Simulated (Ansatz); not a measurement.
# CsHS2O7 — coordination and ³³S quadrupole coupling

Cell: a Materials Project structure (computed, not necessarily an observed phase), atoms as given.

```
Cs H S O
1.0
     5.52479    0.00000    0.00000
    -2.23437    7.90112    0.00000
    -1.84218   -1.22569    8.61893
Cs H S O
2 2 4 14
Cartesian
  2.4237 0.4534 7.4393
  -0.9754 6.2221 1.1796
  -0.5002 2.5878 3.0328
  1.9484 4.0876 5.5862
  1.7275 2.6366 1.6075
  -0.2792 4.0388 7.0115
  3.5242 1.0425 3.3135
  -2.0759 5.6329 5.3055
  2.1078 1.7837 3.0470
  -0.6596 4.8918 5.5720
  3.9978 0.4674 2.0798
  -2.5495 6.2080 6.5391
  3.2330 0.2100 4.4398
  -1.7848 6.4654 4.1791
  -1.0662 2.1814 3.7883
  2.5145 4.4940 4.8306
  0.5174 3.3158 2.0824
  0.9308 3.3596 6.5366
  2.8578 3.5024 1.3427
  -1.4095 3.1730 7.2762
  1.4903 1.6003 0.6180
  -0.0421 5.0752 8.0009
```

Atoms are numbered from 1 in the order listed; like atoms form one site, named after its first atom.

All values are calculated (Ansatz; DFT, PBE, plane waves and PAW, scalar-relativistic, 420 eV cutoff, Γ-centred 4×3×3 k-points, Fermi–Dirac smearing 0.02 eV), not measured.

Q(³³S) = -69.40 mb.

(1) Rank these S sites by |C_Q|, smallest first.
A. S5: 4 O at 1.45–1.72 Å
B. S7: 4 O at 1.43–1.62 Å

Results:

(1) B (11.1 MHz, η = 0.67), A (13.2 MHz, η = 0.16).

Like point charges on the first shell alone (each adding as 1/d³) would give the same order.

The largest force is 0.4 eV/Å, so the atoms aren't at the calculated equilibrium and relaxing them would move these values.
